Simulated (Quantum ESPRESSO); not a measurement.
## CuOs3AgPd3 (one run as intended and one with a planted mistake)

Simulated, not a measurement. The program is pw.x of Quantum ESPRESSO 7.5 (plane-wave density functional theory). The cell is made up: eight metal atoms on a hexagonal close-packed lattice, with elements, volume, strain and displacements drawn at random and not relaxed, so it may be unstable or far from any real phase. PseudoDojo standard norm-conserving files set the functional (PBE unless stated); there is no spin polarisation or spin-orbit coupling, the Fermi-Dirac width of 0.25 eV means electrons at about 2900 K, and the masses in the input are unused placeholders. The copper pseudopotential is less sure than most, with forces differing by about three percent and pressure by about two GPa from a second method on plain copper. Heavy elements are run without spin-orbit coupling, which real alloys of them have. A spin test at this wide smearing found no moment, but such smearing suppresses magnetism that the real alloy may have.

Intended input:

```
&control calculation='scf', pseudo_dir='./dojo.nc.sr.pbe.v0_5.standard.upf', outdir='./o', disk_io='minimal', tprnfor=.true., tstress=.true. /
&system ibrav=0, nat=8, ntyp=4, nbnd=87, ecutwfc=92.02030273, nosym=.true., tot_charge=0,
 occupations='smearing', smearing='fd', degauss=0.0183746611
/
&electrons conv_thr=1.470e-08, electron_maxstep=70, mixing_beta=0.5 /
ATOMIC_SPECIES
Ag 1.0 Ag.upf
Cu 1.0 Cu.upf
Os 1.0 Os.upf
Pd 1.0 Pd.upf
CELL_PARAMETERS angstrom
2.8241 -0.0231 4.5698
2.8412 0.0941 -4.5804
-2.7711 4.7645 -0.0576
ATOMIC_POSITIONS angstrom
Cu -0.0347 -0.0011 -0.0149
Os -1.3287 2.3399 0.0519
Os 2.904 1.7762 -2.4425
Ag 1.4139 3.9198 -2.4347
Os 2.7586 0.109 0.0821
Pd 1.5063 2.4177 0.0213
Pd 2.8326 1.5733 2.2734
Pd 1.3989 4.0428 2.3178
K_POINTS automatic
6 5 5 1 1 1
```

The log is shortened where brackets say so; the opening notice, blank lines, dates and the lines on written files are dropped, and the path of the files is cut. It prints rydbergs, bohrs and kilobars, and counts compression as positive stress. Its total energy is the free energy E - TS of the whole cell.

Log of the intended run:

```
     Program PWSCF v.7.5
     Parallel version (MPI & OpenMP), running on       4 processor cores
     Number of MPI processes:                 4
     Threads/MPI process:                     1
     [start-up lines left out]
     bravais-lattice index     =            0
     lattice parameter (alat)  =      10.1517  a.u.
     unit-cell volume          =     839.3003 (a.u.)^3
     number of atoms/cell      =            8
     number of atomic types    =            4
     number of electrons       =       140.00
     number of Kohn-Sham states=           87
     kinetic-energy cutoff     =      92.0203  Ry
     charge density cutoff     =     368.0812  Ry
     scf convergence threshold =      1.5E-08
     mixing beta               =       0.5000
     number of iterations used =            8  plain     mixing
     Exchange-correlation= PBE
                           (   1   4   3   4   0   0   0)
     [axes and pseudopotential details left out]
   Cartesian axes
     site n.     atom                  positions (alat units)
         1        Cu     tau(   1) = (  -0.0064593  -0.0002048  -0.0027736  )
         2        Os     tau(   2) = (  -0.2473348   0.4355676   0.0096611  )
         3        Os     tau(   3) = (   0.5405736   0.3306360  -0.4546664  )
         4        Ag     tau(   4) = (   0.2631946   0.7296627  -0.4532144  )
         5        Os     tau(   5) = (   0.5135077   0.0202901   0.0152827  )
         6        Pd     tau(   6) = (   0.2803947   0.4500499   0.0039650  )
         7        Pd     tau(   7) = (   0.5272827   0.2928666   0.4231888  )
         8        Pd     tau(   8) = (   0.2604024   0.7525589   0.4314537  )
     number of k points=    75  Fermi-Dirac smearing, width (Ry)=  0.0184
                       cart. coord. in units 2pi/alat
        k(    1) = (   0.1711719   0.2122264  -0.0067468), wk =   0.0266667
        k(    2) = (   0.1683711   0.4361362  -0.0038841), wk =   0.0266667
     [further k points left out]
     Dense  grid:   100075 G-vectors     FFT dimensions: (  64,  64,  64)
     Estimated max dynamical RAM per process >     519.30 MB
     Estimated total dynamical RAM >       1.96 GB
     Initial potential from superposition of free atoms
     starting charge     139.9981, renormalised to     140.0000
     Starting wfcs are   77 randomized atomic wfcs +   10 random wfcs
     total cpu time spent up to now is       11.0 secs
     per-process dynamical memory:   425.2 Mb
     Self-consistent Calculation
     iteration #  1     ecut=    92.02 Ry     beta= 0.50
     Davidson diagonalization with overlap
     ethr =  1.00E-02,  avg # of iterations =  3.0
     total cpu time spent up to now is       46.0 secs
     total energy              =   -2099.67813601 Ry
     estimated scf accuracy    <      15.28045179 Ry
     iteration #  2     ecut=    92.02 Ry     beta= 0.50
     Davidson diagonalization with overlap
     ethr =  1.00E-02,  avg # of iterations =  2.5
     total cpu time spent up to now is       78.4 secs
     total energy              =   -2105.47034039 Ry
     estimated scf accuracy    <      53.11614958 Ry
     [iterations 3 to 18 left out]
     iteration # 19     ecut=    92.02 Ry     beta= 0.50
     Davidson diagonalization with overlap
     ethr =  4.99E-11,  avg # of iterations =  1.0
     total cpu time spent up to now is      519.5 secs
     total energy              =   -2109.08563668 Ry
     estimated scf accuracy    <       0.00000002 Ry
     iteration # 20     ecut=    92.02 Ry     beta= 0.50
     Davidson diagonalization with overlap
     ethr =  1.58E-11,  avg # of iterations =  1.0
     total cpu time spent up to now is      545.2 secs
     End of self-consistent calculation
     [lines on levels left out]
!    total energy              =   -2109.08563668 Ry
     estimated scf accuracy    <          2.0E-09 Ry
     smearing contrib. (-TS)   =      -0.13627492 Ry
     internal energy E=F+TS    =   -2108.94936175 Ry
     The total energy is F=E-TS. E is the sum of the following terms:
     one-electron contribution =    -706.57170918 Ry
     hartree contribution      =     439.89356824 Ry
     xc contribution           =    -343.32206949 Ry
     ewald contribution        =   -1498.94915133 Ry
     convergence has been achieved in  20 iterations
     Forces acting on atoms (cartesian axes, Ry/au):
     atom    1 type  2   force =    -0.00238262    0.00113106    0.00957363
     atom    2 type  3   force =    -0.00294778   -0.02882244   -0.04996260
     atom    3 type  3   force =    -0.00100475   -0.06730706    0.04882363
     atom    4 type  1   force =    -0.03067680    0.08466867    0.06125868
     atom    5 type  3   force =     0.02668153   -0.01298198   -0.06229035
     atom    6 type  4   force =    -0.00371994    0.01757446   -0.02865841
     atom    7 type  4   force =    -0.01067586    0.01328370    0.01570156
     atom    8 type  4   force =     0.02472623   -0.00754640    0.00555387
     Total force =     0.171326     Total SCF correction =     0.000124
     Computing stress (Cartesian axis) and pressure
          total   stress  (Ry/bohr**3)                   (kbar)     P=      -67.61
  -0.00055930  -0.00031226  -0.00018514          -82.28      -45.93      -27.24
  -0.00031226  -0.00026673   0.00032797          -45.93      -39.24       48.25
  -0.00018514   0.00032797  -0.00055281          -27.24       48.25      -81.32
     init_run     :     10.40s CPU     10.83s WALL (       1 calls)
     electrons    :    522.90s CPU    534.28s WALL (       1 calls)
     forces       :      3.86s CPU      3.86s WALL (       1 calls)
     stress       :     13.45s CPU     13.45s WALL (       1 calls)
     [timing details left out]
     PWSCF        :   9m10.78s CPU   9m22.63s WALL
     JOB DONE.
```

A second run has one planted mistake: the files are those of another functional. The input lines that differ:

```
- &control calculation='scf', pseudo_dir='./dojo.nc.sr.pbe.v0_5.standard.upf', outdir='./o', disk_io='minimal', tprnfor=.true., tstress=.true. /
+ &control calculation='scf', pseudo_dir='./dojo.nc.sr.pbesol.v0_4_1.standard.upf', outdir='./o', disk_io='minimal', tprnfor=.true., tstress=.true. /
```

Its log:

```
     Program PWSCF v.7.5
     Parallel version (MPI & OpenMP), running on       4 processor cores
     Number of MPI processes:                 4
     Threads/MPI process:                     1
     [start-up lines left out]
     bravais-lattice index     =            0
     lattice parameter (alat)  =      10.1517  a.u.
     unit-cell volume          =     839.3003 (a.u.)^3
     number of atoms/cell      =            8
     number of atomic types    =            4
     number of electrons       =       140.00
     number of Kohn-Sham states=           87
     kinetic-energy cutoff     =      92.0203  Ry
     charge density cutoff     =     368.0812  Ry
     scf convergence threshold =      1.5E-08
     mixing beta               =       0.5000
     number of iterations used =            8  plain     mixing
     Exchange-correlation= PBESOL
                           (   1   4  10   8   0   0   0)
     [axes and pseudopotential details left out]
   Cartesian axes
     site n.     atom                  positions (alat units)
         1        Cu     tau(   1) = (  -0.0064593  -0.0002048  -0.0027736  )
         2        Os     tau(   2) = (  -0.2473348   0.4355676   0.0096611  )
         3        Os     tau(   3) = (   0.5405736   0.3306360  -0.4546664  )
         4        Ag     tau(   4) = (   0.2631946   0.7296627  -0.4532144  )
         5        Os     tau(   5) = (   0.5135077   0.0202901   0.0152827  )
         6        Pd     tau(   6) = (   0.2803947   0.4500499   0.0039650  )
         7        Pd     tau(   7) = (   0.5272827   0.2928666   0.4231888  )
         8        Pd     tau(   8) = (   0.2604024   0.7525589   0.4314537  )
     number of k points=    75  Fermi-Dirac smearing, width (Ry)=  0.0184
                       cart. coord. in units 2pi/alat
        k(    1) = (   0.1711719   0.2122264  -0.0067468), wk =   0.0266667
        k(    2) = (   0.1683711   0.4361362  -0.0038841), wk =   0.0266667
     [further k points left out]
     Dense  grid:   100075 G-vectors     FFT dimensions: (  64,  64,  64)
     Estimated max dynamical RAM per process >     519.30 MB
     Estimated total dynamical RAM >       1.96 GB
     Initial potential from superposition of free atoms
     starting charge     139.9982, renormalised to     140.0000
     Starting wfcs are   77 randomized atomic wfcs +   10 random wfcs
     total cpu time spent up to now is       10.4 secs
     per-process dynamical memory:   425.2 Mb
     Self-consistent Calculation
     iteration #  1     ecut=    92.02 Ry     beta= 0.50
     Davidson diagonalization with overlap
     ethr =  1.00E-02,  avg # of iterations =  3.0
     total cpu time spent up to now is       43.5 secs
     total energy              =   -2094.96805642 Ry
     estimated scf accuracy    <      15.65790248 Ry
     iteration #  2     ecut=    92.02 Ry     beta= 0.50
     Davidson diagonalization with overlap
     ethr =  1.00E-02,  avg # of iterations =  2.5
     total cpu time spent up to now is       75.2 secs
     total energy              =   -2100.87963257 Ry
     estimated scf accuracy    <      54.15372670 Ry
     [iterations 3 to 18 left out]
     iteration # 19     ecut=    92.02 Ry     beta= 0.50
     Davidson diagonalization with overlap
     ethr =  5.25E-11,  avg # of iterations =  1.0
     total cpu time spent up to now is      505.9 secs
     total energy              =   -2104.58312198 Ry
     estimated scf accuracy    <       0.00000002 Ry
     iteration # 20     ecut=    92.02 Ry     beta= 0.50
     Davidson diagonalization with overlap
     ethr =  1.20E-11,  avg # of iterations =  1.0
     total cpu time spent up to now is      529.1 secs
     End of self-consistent calculation
     [lines on levels left out]
!    total energy              =   -2104.58312198 Ry
     estimated scf accuracy    <          2.2E-09 Ry
     smearing contrib. (-TS)   =      -0.13650787 Ry
     internal energy E=F+TS    =   -2104.44661411 Ry
     The total energy is F=E-TS. E is the sum of the following terms:
     one-electron contribution =    -706.58189409 Ry
     hartree contribution      =     438.69062485 Ry
     xc contribution           =    -337.60619354 Ry
     ewald contribution        =   -1498.94915133 Ry
     convergence has been achieved in  20 iterations
     Forces acting on atoms (cartesian axes, Ry/au):
     atom    1 type  2   force =    -0.00135738    0.00249720    0.00953753
     atom    2 type  3   force =    -0.00173609   -0.02870054   -0.04496042
     atom    3 type  3   force =    -0.00190363   -0.06183430    0.04484500
     atom    4 type  1   force =    -0.02828491    0.07914393    0.05656187
     atom    5 type  3   force =     0.02465446   -0.01039949   -0.05828854
     atom    6 type  4   force =    -0.00340324    0.01451315   -0.02524064
     atom    7 type  4   force =    -0.01040977    0.01347187    0.01185152
     atom    8 type  4   force =     0.02244056   -0.00869181    0.00569369
     Total force =     0.158313     Total SCF correction =     0.000121
     Computing stress (Cartesian axis) and pressure
          total   stress  (Ry/bohr**3)                   (kbar)     P=     -153.56
  -0.00113583  -0.00029909  -0.00018414         -167.09      -44.00      -27.09
  -0.00029909  -0.00085525   0.00032112          -44.00     -125.81       47.24
  -0.00018414   0.00032112  -0.00114057          -27.09       47.24     -167.78
     init_run     :      9.71s CPU     10.14s WALL (       1 calls)
     electrons    :    506.81s CPU    518.76s WALL (       1 calls)
     forces       :      3.54s CPU      3.56s WALL (       1 calls)
     stress       :     12.28s CPU     12.55s WALL (       1 calls)
     [timing details left out]
     PWSCF        :   8m52.56s CPU   9m 5.25s WALL
     JOB DONE.
```

|  | intended run | run with the mistake |
| --- | --- | --- |
| free energy (eV) | -28695.572 | -28634.312 |
| entropy term -TS, part of it (eV) | -1.854 | -1.857 |
| pressure (GPa) | -6.76 | -15.36 |
| size of the largest force component (eV/Å) | 2.177 | 2.035 |
| largest change of a force component (eV/Å) |  | 0.142 |
| iterations | 20 | 20 |

For scale, a rerun of the intended cell at a higher cutoff and on a denser mesh moved values by no more than 0.003 eV in energy, 0.04 GPa in stress and 0.005 eV/Å in force, and a second program with other atomic files agreed on that cell to 2 % rms in force and 0.5 GPa in pressure. Files of another functional or element have another zero of energy, so the energy change says nothing on stability.